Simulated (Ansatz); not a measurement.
As₂I: reading a single point

```
I As
1.0
     4.28066    0.00000    0.00000
     0.00000    4.28066    0.00000
     0.00000    0.00000    8.86305
I As
2 4
Direct
  0.00000 0.50000 0.28100
  0.50000 0.00000 0.71900
  0.00000 0.00000 0.00000
  0.50000 0.50000 0.00000
  0.00000 0.50000 0.63900
  0.50000 0.00000 0.36100
```

Single point in Ansatz 0.2.0 with PBE, no spin polarisation. Cutoff 420 eV, PAW datasets, 8×8×4 Γ-centred k mesh, gaussian filling (width 0.1762 eV).

(1) Describe some of the short contacts.

(2) Is there a gap?

(3) Where is the largest force?

(4) Give the Bader charges.

(5) Is it stable against the elements?

(6) What does the stress say?

Origin: a known structure type with other elements, at an estimated volume, so it need not be a known compound. Caveats: many states at the Fermi level without spin polarisation, so a magnetic state may lie lower; wide smearing.

## Answers

(1) As–As at 3.03 Å: least valence density 0.21 e/Å³ and ELF 0.44 there. I–As at 3.11 Å: least valence density 0.22 e/Å³ and ELF 0.40 there. Both are smooth PAW fields, read partly inside the augmentation spheres.

(2) It is a metal, with about 6.2 states/eV a cell as the mean within 0.25 eV of the Fermi level, mostly As p (81 %) and I p (14 %).

(3) The largest is on I2 (and as large on other atoms): 0.90 eV/Å, components (0.00, 0.00, -0.90). It makes 77° with the line to a nearest neighbour, As5 at 3.11 Å.

(4) Bader charges in e: As -0.02 to +0.04, I -0.02. In the mean As gives up most and I takes most.

(5) 0.87 eV an atom against the elements' usual phases (free molecules for gases, crystals otherwise, with no correction for O₂ or N₂), so at this geometry it isn't bound against them. Relaxing would lower it.

(6) The pressure is -3.2 GPa (compression positive), so with the atoms held at these fractions the cell would first shrink; the forces are large, so a full relaxation may end otherwise. The principal stresses -5.3, -5.3, 1.0 GPa differ, so its shape would change too.
